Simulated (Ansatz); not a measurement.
La₁₁Ni₄Ge₆ in space group C2/m (No. 12; Pearson symbol mS42), r²SCAN (plane waves, PAW; program Ansatz), all energies at zero smearing, with the estimated change up to a 700 eV cutoff added, with one set of potentials and settings (totals compare only within such a set). Cell of 21 atoms (11 La, 4 Ni, 6 Ge): -118125.736 eV.

| element | reference phase | E (eV/atom) |
|---|---|---|
| La | P6_3/mmc, 4 atoms in the cell | -6264.6784 |
| Ni | Fm-3m, 1 atoms in the cell, spin-polarised | -5845.2912 |
| Ge | Fd-3m, 2 atoms in the cell | -4302.9041 |

Formation energy per atom, worked out: (-118125.736 − 11×(-6264.6784) − 4×(-5845.2912) − 6×(-4302.9041))/21 = -0.747 eV/atom (-72 kJ per mol of atoms), at 0 K, without zero-point energy or fitted corrections.

The first step of the workflow began from a Materials Project structure, measured or hypothetical; the Crystallography Open Database files this formula in space group No. 12, but the cells were not matched. Whether it is the stable phase at ambient conditions was not checked. The cell was relaxed with r²SCAN under the symmetry of its start; whether a distortion lowers the energy is not shown. No spin polarisation was allowed. The references are the lowest solids computed at this level, not always the standard phases. Scalar-relativistic: spin–orbit coupling is off unless named, which matters more the heavier the elements.

Potentials: the later of the program's two PAW sets.
